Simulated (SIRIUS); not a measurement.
Consider a self-consistent single point of BaTiO3 (Pm-3m, 5 atoms in the cell; from Materials Project mp-2998, changed as shown).

```
CELL_PARAMETERS angstrom
      3.92753     0.00000     0.00000
      0.00000     3.92753     0.00000
      0.00000     0.00000     3.92753
ATOMIC_POSITIONS crystal
  Ba 0.50000 0.50000 0.50000
  Ti 0.00000 0.00000 0.00000
  O  0.50000 0.00000 0.00000
  O  0.00000 0.50000 0.00000
  O  0.00000 0.00000 0.50000
```

All values come from this method and carry its errors: PBE, PseudoDojo 0.5 standard norm-conserving PBE (tails mended) pseudopotentials (plane waves; SIRIUS 7.12.0).

SIRIUS settings:

| setting | value |
|---|---|
| parameters.ngridk | 8 8 8 |
| parameters.xc_functionals | [XC_GGA_X_PBE, XC_GGA_C_PBE] |
| parameters.gk_cutoff | 9.165 1/bohr |
| parameters.pw_cutoff | 18.331 1/bohr |
| parameters.smearing | fermi_dirac |
| parameters.smearing_width | 0.00183747 Ha |
| potentials | PseudoDojo 0.5 standard norm-conserving PBE (tails mended) pseudopotentials |
| parameters.electronic_structure_method | pseudopotential |
| parameters.num_bands | 24 |
| parameters.num_mag_dims | 0 |
| parameters.num_dft_iter | 100 |
| parameters.energy_tol | 1e-07 Ha |
| parameters.density_tol | 1e-06 |
| mixer.type | broyden2 |
| mixer.beta | 0.7 |
| mixer.use_hartree | false |

Results:

| Property | Value |
|---|---|
| Number of valence electrons | 40 |
| Number of bands | 24 |
| Number of k-points after the program's reduction | 35 |
| Number of plane waves (most at a k-point) | 5400 |
| Number of SCF iterations | 32 |
| FFT grid | 48 × 48 × 48 |
| Free energy E − TS | -3735.9076 eV |
| Gap on the k-point mesh | 1.95 eV |
| Pressure | 12.65 GPa |

Stress (GPa, positive for compression):
```
12.65   0.00   0.00
 0.00  12.65   0.00
 0.00   0.00  12.65
```

The gap is read on the k-point mesh of the run and can differ from the gap over the whole zone at this level.

For comparison: a first run was changed to give this one (lattice scaled by 0.98), and from it to this one the free energy rises by 30.9 meV/atom, the pressure goes from 1.00 to 12.65 GPa and the gap on the mesh goes from 1.819 to 1.949 eV.

The structure comes from a collection of computed structures, made at another level of theory; the collection holds predicted forms beside known ones.

Cost on one core: very roughly 2.2 core-minutes.

“Tails mended”: in these copies of the files the far tail of each local potential was reset to the Coulomb form.
